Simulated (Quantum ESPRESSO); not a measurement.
## InWTi4Mg2 (one run as intended and one with a planted mistake)

A calculation, not a measurement. The program is pw.x of Quantum ESPRESSO 7.5 (plane-wave density functional theory). The cell is made up: eight metal atoms on a hexagonal close-packed lattice, with elements, volume, strain and displacements drawn at random and not relaxed, so it may be unstable or far from any real phase. PseudoDojo standard norm-conserving files set the functional (PBE unless stated); there is no spin polarisation or spin-orbit coupling, the Fermi-Dirac width of 0.25 eV means electrons at about 2900 K, and the masses in the input are unused placeholders. Heavy elements are run without spin-orbit coupling, which real alloys of them have. A spin test at this wide smearing found no moment, but such smearing suppresses magnetism that the real alloy may have.

Intended input:

```
&control calculation='scf', pseudo_dir='./dojo.nc.sr.pbe.v0_5.standard.upf', outdir='./o', disk_io='minimal', tprnfor=.true., tstress=.true. /
&system ibrav=0, nat=8, ntyp=4, nbnd=62, ecutwfc=84.00895049, nosym=.true., tot_charge=0,
 occupations='smearing', smearing='fd', degauss=0.0183746611
/
&electrons conv_thr=1.470e-08, electron_maxstep=70, mixing_beta=0.5 /
ATOMIC_SPECIES
In 1.0 In.upf
Mg 1.0 Mg.upf
Ti 1.0 Ti.upf
W 1.0 W.upf
CELL_PARAMETERS angstrom
4.6911 -2.6777 -0.0398
-3.0837 0.003 -4.8621
3.1197 5.342 -0.026
ATOMIC_POSITIONS angstrom
In 0.0167 0.0523 -0.1104
W 1.4422 2.6774 -0.1735
Ti 0.1322 1.8172 -2.4693
Mg 1.4679 4.464 -2.5221
Ti 3.0532 0.0185 -0.1275
Mg 4.6535 2.5235 -0.0252
Ti 1.68 -0.9241 -2.4494
Ti 3.2492 1.7896 -2.3326
K_POINTS automatic
5 5 4 1 1 1
```

The log is shortened where brackets say so; the opening notice, blank lines, dates and the lines on written files are dropped, and the path of the files is cut. It prints rydbergs, bohrs and kilobars, and counts compression as positive stress. Its total energy is the free energy E - TS of the whole cell.

Log of the intended run:

```
     Program PWSCF v.7.5
     Parallel version (MPI & OpenMP), running on       4 processor cores
     Number of MPI processes:                 4
     Threads/MPI process:                     1
     [start-up lines left out]
     bravais-lattice index     =            0
     lattice parameter (alat)  =      10.2077  a.u.
     unit-cell volume          =    1102.2054 (a.u.)^3
     number of atoms/cell      =            8
     number of atomic types    =            4
     number of electrons       =        95.00
     number of Kohn-Sham states=           62
     kinetic-energy cutoff     =      84.0090  Ry
     charge density cutoff     =     336.0358  Ry
     scf convergence threshold =      1.5E-08
     mixing beta               =       0.5000
     number of iterations used =            8  plain     mixing
     Exchange-correlation= PBE
                           (   1   4   3   4   0   0   0)
     [axes and pseudopotential details left out]
   Cartesian axes
     site n.     atom                  positions (alat units)
         1        In     tau(   1) = (   0.0030916   0.0096822  -0.0204381  )
         2        W      tau(   2) = (   0.2669913   0.4956612  -0.0321197  )
         3        Ti     tau(   3) = (   0.0244739   0.3364142  -0.4571361  )
         4        Mg     tau(   4) = (   0.2717491   0.8264105  -0.4669108  )
         5        Ti     tau(   5) = (   0.5652322   0.0034249  -0.0236038  )
         6        Mg     tau(   6) = (   0.8614922   0.4671700  -0.0046652  )
         7        Ti     tau(   7) = (   0.3110147  -0.1710766  -0.4534520  )
         8        Ti     tau(   8) = (   0.6015172   0.3313047  -0.4318291  )
     number of k points=    50  Fermi-Dirac smearing, width (Ry)=  0.0184
                       cart. coord. in units 2pi/alat
        k(    1) = (   0.1387880   0.0443758  -0.1990940), wk =   0.0400000
        k(    2) = (   0.2464326   0.2339729  -0.2672487), wk =   0.0400000
     [further k points left out]
     Dense  grid:   114635 G-vectors     FFT dimensions: (  60,  64,  72)
     Estimated max dynamical RAM per process >     366.34 MB
     Estimated total dynamical RAM >       1.35 GB
     Initial potential from superposition of free atoms
     starting charge      94.9876, renormalised to      95.0000
     Starting wfcs are   69 randomized atomic wfcs
     total cpu time spent up to now is        5.2 secs
     per-process dynamical memory:   286.2 Mb
     Self-consistent Calculation
     iteration #  1     ecut=    84.01 Ry     beta= 0.50
     Davidson diagonalization with overlap
     ethr =  1.00E-02,  avg # of iterations =  2.7
     Threshold (ethr) on eigenvalues was too large:
     Diagonalizing with lowered threshold
     Davidson diagonalization with overlap
     ethr =  4.88E-04,  avg # of iterations =  5.6
     total cpu time spent up to now is       27.7 secs
     total energy              =    -996.80728199 Ry
     estimated scf accuracy    <       0.38544275 Ry
     iteration #  2     ecut=    84.01 Ry     beta= 0.50
     Davidson diagonalization with overlap
     ethr =  4.06E-04,  avg # of iterations =  4.5
     total cpu time spent up to now is       38.6 secs
     total energy              =    -996.74870448 Ry
     estimated scf accuracy    <       0.92349815 Ry
     [iterations 3 to 13 left out]
     iteration # 14     ecut=    84.01 Ry     beta= 0.50
     Davidson diagonalization with overlap
     ethr =  3.36E-10,  avg # of iterations =  6.3
     total cpu time spent up to now is      165.5 secs
     total energy              =    -996.92889330 Ry
     estimated scf accuracy    <       0.00000016 Ry
     iteration # 15     ecut=    84.01 Ry     beta= 0.50
     Davidson diagonalization with overlap
     ethr =  1.65E-10,  avg # of iterations =  2.0
     total cpu time spent up to now is      174.9 secs
     End of self-consistent calculation
     [lines on levels left out]
!    total energy              =    -996.92889330 Ry
     estimated scf accuracy    <       0.00000001 Ry
     smearing contrib. (-TS)   =      -0.15920132 Ry
     internal energy E=F+TS    =    -996.76969198 Ry
     The total energy is F=E-TS. E is the sum of the following terms:
     one-electron contribution =    -429.62926599 Ry
     hartree contribution      =     238.13275094 Ry
     xc contribution           =    -174.27695645 Ry
     ewald contribution        =    -630.99622047 Ry
     convergence has been achieved in  15 iterations
     Forces acting on atoms (cartesian axes, Ry/au):
     atom    1 type  1   force =    -0.01505303   -0.01119995    0.01208904
     atom    2 type  4   force =     0.00513878   -0.03851115    0.01466505
     atom    3 type  3   force =    -0.01779930   -0.00347990    0.01631610
     atom    4 type  2   force =     0.03047952    0.00011429    0.00746493
     atom    5 type  3   force =     0.02101361    0.01870551    0.00560776
     atom    6 type  2   force =     0.00934289    0.01871722    0.00198975
     atom    7 type  3   force =     0.00447800    0.03374006   -0.03151605
     atom    8 type  3   force =    -0.03760047   -0.01808609   -0.02661657
     Total force =     0.098327     Total SCF correction =     0.000221
     Computing stress (Cartesian axis) and pressure
          total   stress  (Ry/bohr**3)                   (kbar)     P=      -72.84
  -0.00064387   0.00016815   0.00001457          -94.72       24.74        2.14
   0.00016815  -0.00040571  -0.00009759           24.74      -59.68      -14.36
   0.00001457  -0.00009759  -0.00043594            2.14      -14.36      -64.13
     init_run     :      4.94s CPU      5.11s WALL (       1 calls)
     electrons    :    168.99s CPU    169.71s WALL (       1 calls)
     forces       :      1.48s CPU      1.50s WALL (       1 calls)
     stress       :      5.21s CPU      5.21s WALL (       1 calls)
     [timing details left out]
     PWSCF        :   3m 0.69s CPU   3m 1.65s WALL
     JOB DONE.
```

A second run has one planted mistake: two atoms have their elements exchanged. The input lines that differ:

```
- W 1.4422 2.6774 -0.1735
+ Mg 1.4422 2.6774 -0.1735
- Mg 1.4679 4.464 -2.5221
+ W 1.4679 4.464 -2.5221
```

Its log:

```
     Program PWSCF v.7.5
     Parallel version (MPI & OpenMP), running on       4 processor cores
     Number of MPI processes:                 4
     Threads/MPI process:                     1
     [start-up lines left out]
     bravais-lattice index     =            0
     lattice parameter (alat)  =      10.2077  a.u.
     unit-cell volume          =    1102.2054 (a.u.)^3
     number of atoms/cell      =            8
     number of atomic types    =            4
     number of electrons       =        95.00
     number of Kohn-Sham states=           62
     kinetic-energy cutoff     =      84.0090  Ry
     charge density cutoff     =     336.0358  Ry
     scf convergence threshold =      1.5E-08
     mixing beta               =       0.5000
     number of iterations used =            8  plain     mixing
     Exchange-correlation= PBE
                           (   1   4   3   4   0   0   0)
     [axes and pseudopotential details left out]
   Cartesian axes
     site n.     atom                  positions (alat units)
         1        In     tau(   1) = (   0.0030916   0.0096822  -0.0204381  )
         2        Mg     tau(   2) = (   0.2669913   0.4956612  -0.0321197  )
         3        Ti     tau(   3) = (   0.0244739   0.3364142  -0.4571361  )
         4        W      tau(   4) = (   0.2717491   0.8264105  -0.4669108  )
         5        Ti     tau(   5) = (   0.5652322   0.0034249  -0.0236038  )
         6        Mg     tau(   6) = (   0.8614922   0.4671700  -0.0046652  )
         7        Ti     tau(   7) = (   0.3110147  -0.1710766  -0.4534520  )
         8        Ti     tau(   8) = (   0.6015172   0.3313047  -0.4318291  )
     number of k points=    50  Fermi-Dirac smearing, width (Ry)=  0.0184
                       cart. coord. in units 2pi/alat
        k(    1) = (   0.1387880   0.0443758  -0.1990940), wk =   0.0400000
        k(    2) = (   0.2464326   0.2339729  -0.2672487), wk =   0.0400000
     [further k points left out]
     Dense  grid:   114635 G-vectors     FFT dimensions: (  60,  64,  72)
     Estimated max dynamical RAM per process >     366.34 MB
     Estimated total dynamical RAM >       1.35 GB
     Initial potential from superposition of free atoms
     starting charge      94.9876, renormalised to      95.0000
     Starting wfcs are   69 randomized atomic wfcs
     total cpu time spent up to now is        5.6 secs
     per-process dynamical memory:   286.2 Mb
     Self-consistent Calculation
     iteration #  1     ecut=    84.01 Ry     beta= 0.50
     Davidson diagonalization with overlap
     ethr =  1.00E-02,  avg # of iterations =  2.7
     Threshold (ethr) on eigenvalues was too large:
     Diagonalizing with lowered threshold
     Davidson diagonalization with overlap
     ethr =  3.54E-04,  avg # of iterations =  5.8
     total cpu time spent up to now is       30.2 secs
     total energy              =    -996.85788197 Ry
     estimated scf accuracy    <       0.31770510 Ry
     iteration #  2     ecut=    84.01 Ry     beta= 0.50
     Davidson diagonalization with overlap
     ethr =  3.34E-04,  avg # of iterations =  2.6
     total cpu time spent up to now is       41.0 secs
     total energy              =    -996.78943929 Ry
     estimated scf accuracy    <       0.61176887 Ry
     [iterations 3 to 15 left out]
     iteration # 16     ecut=    84.01 Ry     beta= 0.50
     Davidson diagonalization with overlap
     ethr =  2.99E-11,  avg # of iterations =  3.6
     total cpu time spent up to now is      194.4 secs
     total energy              =    -996.93505675 Ry
     estimated scf accuracy    <       0.00000002 Ry
     iteration # 17     ecut=    84.01 Ry     beta= 0.50
     Davidson diagonalization with overlap
     ethr =  1.86E-11,  avg # of iterations =  4.0
     total cpu time spent up to now is      204.3 secs
     End of self-consistent calculation
     [lines on levels left out]
!    total energy              =    -996.93505675 Ry
     estimated scf accuracy    <          7.6E-10 Ry
     smearing contrib. (-TS)   =      -0.15993503 Ry
     internal energy E=F+TS    =    -996.77512171 Ry
     The total energy is F=E-TS. E is the sum of the following terms:
     one-electron contribution =    -428.17330755 Ry
     hartree contribution      =     237.32852548 Ry
     xc contribution           =    -174.25506996 Ry
     ewald contribution        =    -631.67526968 Ry
     convergence has been achieved in  17 iterations
     Forces acting on atoms (cartesian axes, Ry/au):
     atom    1 type  1   force =    -0.00680426   -0.01738304    0.00955525
     atom    2 type  2   force =     0.02339050    0.00777351    0.02891351
     atom    3 type  3   force =    -0.01951224   -0.00206052   -0.01174839
     atom    4 type  4   force =     0.00210081    0.01179203   -0.00217220
     atom    5 type  3   force =    -0.01086853   -0.01940187    0.02686034
     atom    6 type  2   force =     0.01334201    0.02817966    0.01013921
     atom    7 type  3   force =    -0.00449928   -0.00615399   -0.02093284
     atom    8 type  3   force =     0.00285099   -0.00274579   -0.04061487
     Total force =     0.083708     Total SCF correction =     0.000046
     Computing stress (Cartesian axis) and pressure
          total   stress  (Ry/bohr**3)                   (kbar)     P=      -72.42
  -0.00064336   0.00005039   0.00009280          -94.64        7.41       13.65
   0.00005039  -0.00063848   0.00002015            7.41      -93.92        2.96
   0.00009280   0.00002015  -0.00019507           13.65        2.96      -28.70
     init_run     :      5.37s CPU      5.55s WALL (       1 calls)
     electrons    :    198.04s CPU    198.64s WALL (       1 calls)
     forces       :      1.44s CPU      1.46s WALL (       1 calls)
     stress       :      5.01s CPU      5.01s WALL (       1 calls)
     [timing details left out]
     PWSCF        :   3m29.96s CPU   3m30.80s WALL
     JOB DONE.
```

|  | intended run | run with the mistake |
| --- | --- | --- |
| free energy (eV) | -13563.909 | -13563.992 |
| entropy term -TS, part of it (eV) | -2.166 | -2.176 |
| pressure (GPa) | -7.28 | -7.24 |
| size of the largest force component (eV/Å) | 0.990 | 1.044 |
| largest change of a force component (eV/Å) |  | 1.190 |
| iterations | 15 | 17 |

For scale, a rerun of the intended cell at a higher cutoff and on a denser mesh moved values by no more than 0.003 eV in energy, 0.02 GPa in stress and 0.009 eV/Å in force, and a second program with other atomic files agreed on that cell to 2 % rms in force and 0.5 GPa in pressure.